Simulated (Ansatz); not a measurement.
**Property card for TiO2**

All numbers below come from DFT PBE+U, scalar-relativistic, plane waves, PAW in Ansatz 0.2.0.

Cutoff 420 eV; k points 8×8×8 on the computed 6-atom cell (Γ-centred); Gaussian smearing, width 0.02 eV; U_eff Ti 4.00 eV on the d shells (Löwdin-orthogonalised atomic orbitals); no spin polarisation.

The structure is relaxed at this level of theory with its symmetry kept.

```
CELL_PARAMETERS angstrom
-1.90896 1.90896 4.88784
1.90896 -1.90896 4.88784
1.90896 1.90896 -4.88784
ATOMIC_POSITIONS crystal
Ti 0.00000 0.00000 0.00000
Ti 0.75000 0.25000 0.50000
O 0.20532 0.20532 0.00000
O 0.95532 0.45532 0.50000
O 0.54468 0.04468 0.50000
O 0.79468 0.79468 0.00000
```

- Space group: I4_1/amd (No. 141)
- Volume per atom: 80.1 bohr³
- Kohn–Sham band gap: 2.62 eV, indirect from (0.000, 0.000, 0.427) to Γ
- Löwdin character of the top 1 eV of the valence band: O 2p 93 %
- Löwdin character of the lowest 1 eV of the conduction band: Ti 3d 91 %
- Electron masses at the edge by Cartesian direction of the standard setting (m_e; degenerate bands sorted by energy; no spin-orbit coupling): x: 0.55; y: 0.55; z: 4.6
- Hole masses at the edge by Cartesian direction of the standard setting (m_e; degenerate bands sorted by energy; no spin-orbit coupling): x: 2.2; y: 2.2; z: 1.2
- Bulk modulus: 171 GPa
- Its pressure derivative: 2.8
- Bader charges (e): Ti (2 in the cell) 2.40, O (4 in the cell) -1.20

A ferromagnetic start lost its moments in a first run, so spin was left out; other magnetic orders weren't tried.